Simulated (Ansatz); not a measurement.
**TiTc, one cell by several methods**

```
Ti Tc
1.0
     3.11000    0.00000    0.00000
     0.00000    3.11000    0.00000
     0.00000    0.00000    3.07890
Ti Tc
1 1
Direct
  0.50000 0.50000 0.50000
  0.00000 0.00000 0.00000
```

Atom numbers follow the list: Ti1, Tc2.

Conventional cell: a = 3.110 Å, b = 3.110 Å, c = 3.079 Å, α = 90.00°, β = 90.00°, γ = 90.00°. Ti (atom 1) is surrounded by 8 Tc at 2.68 Å and 2 Ti at 3.08 Å. Tc (atom 2) has 8 Ti at 2.68 Å and 2 Tc at 3.08 Å as nearest neighbours.

The cell comes from COD entry 1527274, which wasn't checked; take it as a given geometry. The listed cell was then made from it by scaling, straining or moving an atom.

Spin polarisation is left out, and whether a magnetic state lies lower isn't shown here.

All numbers are computed: DFT, PBEsol, PAW with Ansatz's default frozen-core files, scalar-relativistic (Ansatz 0.2.0); DFT, PBEsol, all-electron PAW with datasets made for the crystal, scalar-relativistic (Ansatz 0.2.0); DFT, PBEsol, all-electron LAPW, scalar-relativistic (Ansatz 0.2.0).

For PAW: a Γ-centred 12×12×12 k mesh, Fermi–Dirac smearing of 0.08 eV, cutoff 500 eV, no spin polarisation; the PAW files were made with PBE, and the program remakes their frozen cores for this functional. The crystal-made all-electron datasets (AE datasets) take a cutoff of 280 eV at this cell. LAPW targets a basis error of 0.25 meV/atom. The Ansatz runs share mesh, smearing and spin set-up. Plane-wave (PAW) pressures include the program's estimate of the Pulay term.

Stress and pressure are positive in compression.

```json
{"quantity": "pressure (GPa)", "PAW": "-6.20", "AE datasets": "-6.19", "LAPW": "-6.19"}
{"quantity": "stress xx (GPa)", "PAW": "-6.96", "AE datasets": "-6.94", "LAPW": "-6.94"}
{"quantity": "stress zz (GPa)", "PAW": "-4.70", "AE datasets": "-4.69", "LAPW": "-4.69"}
```

PAW's pressure differs from the LAPW value by about 0.01 GPa or less.
